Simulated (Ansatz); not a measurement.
SiH8N2F6:
```yaml
crystal:
  lattice:
    - [0.00000, 4.04765, 4.04765]
    - [4.04765, 0.00000, 4.04765]
    - [4.04765, 4.04765, 0.00000]
  atoms:
    - { symbol: Si, position: [0.00000, 0.00000, 0.00000] }
    - { symbol: H, position: [0.32260, 0.03220, 0.32260] }
    - { symbol: H, position: [0.67740, 0.96780, 0.67740] }
    - { symbol: H, position: [0.67740, 0.67740, 0.67740] }
    - { symbol: H, position: [0.32260, 0.32260, 0.32260] }
    - { symbol: H, position: [0.03220, 0.32260, 0.32260] }
    - { symbol: H, position: [0.96780, 0.67740, 0.67740] }
    - { symbol: H, position: [0.67740, 0.67740, 0.96780] }
    - { symbol: H, position: [0.32260, 0.32260, 0.03220] }
    - { symbol: N, position: [0.25000, 0.25000, 0.25000] }
    - { symbol: N, position: [0.75000, 0.75000, 0.75000] }
    - { symbol: F, position: [0.21010, 0.78990, 0.21010] }
    - { symbol: F, position: [0.78990, 0.21010, 0.78990] }
    - { symbol: F, position: [0.21010, 0.78990, 0.78990] }
    - { symbol: F, position: [0.78990, 0.21010, 0.21010] }
    - { symbol: F, position: [0.21010, 0.21010, 0.78990] }
    - { symbol: F, position: [0.78990, 0.78990, 0.21010] }
```

Relaxed with r²SCAN+D4.

Question: Map the valence electron density (e/Å³), cut off at 1 on the plane through (0.000, 0.000, 0.000) spanned by u = [1, 0, 0] and v = [-1, 1, 1] in lattice vectors, from plane-wave PAW r²SCAN+D4 (Ansatz code).

Answer: x is the fraction of u, y of v (the angle between them is 90°; rows are the nearest grid lines); atoms in the plane: Si at (0.00, 0.00), H at (0.35, 0.68), H at (0.65, 0.32), H at (0.35, 0.32), H at (0.65, 0.68), N at (0.50, 0.25), N at (0.50, 0.75), F at (0.00, 0.79), F at (0.00, 0.21).
```
y \ x   0.000  0.103  0.172  0.276  0.379  0.448  0.552  0.621  0.724  0.828  0.897   1.00
------  -----  -----  -----  -----  -----  -----  -----  -----  -----  -----  -----  -----
1.00    0.042  0.265  0.310  0.136  0.036  0.016  0.016  0.036  0.136  0.310  0.265  0.042
0.925   0.455  0.285  0.171  0.076  0.040  0.049  0.049  0.040  0.076  0.171  0.285  0.455
0.850    1.00  0.900  0.169  0.043  0.188  0.549  0.549  0.188  0.043  0.169  0.901   1.00
0.775    1.00   1.00  0.243  0.106  0.940   1.00   1.00  0.940  0.106  0.243   1.00   1.00
0.700   0.912  0.298  0.087  0.289   1.00   1.00   1.00   1.00  0.288  0.087  0.299  0.912
0.625   0.037  0.023  0.020  0.113  0.416  0.344  0.344  0.416  0.113  0.020  0.023  0.037
0.550   0.004  0.006  0.010  0.025  0.032  0.029  0.029  0.032  0.025  0.010  0.006  0.004
0.450   0.004  0.006  0.010  0.025  0.032  0.029  0.029  0.032  0.025  0.010  0.006  0.004
0.375   0.037  0.023  0.020  0.113  0.416  0.344  0.344  0.416  0.113  0.020  0.023  0.037
0.300   0.912  0.299  0.087  0.288   1.00   1.00   1.00   1.00  0.289  0.087  0.298  0.912
0.225    1.00   1.00  0.243  0.106  0.940   1.00   1.00  0.940  0.106  0.243   1.00   1.00
0.150    1.00  0.901  0.169  0.043  0.188  0.549  0.549  0.188  0.043  0.169  0.900   1.00
0.0750  0.455  0.285  0.171  0.076  0.040  0.049  0.049  0.040  0.076  0.171  0.285  0.455
0.000   0.042  0.265  0.310  0.136  0.036  0.016  0.016  0.036  0.136  0.310  0.265  0.042
```

The density is the valence pseudo-density with augmentation charge, so density and ELF within about 1 Å of a nucleus are not all-electron values.

Space group Fm-3m. The start of the workflow was typed in or built on a structure type; neither database checked (COD, Materials Project) lists it. COD files the formula under space group No. 186, so this cell is another polymorph or a model. Whether it is the stable phase at ambient conditions was not checked. The r²SCAN+D4 relaxation kept the symmetry of its start; its stability against distortions is not shown here. The volume moved by -22 % from the start of the relaxation.

Potentials: the later of the program's two PAW sets.
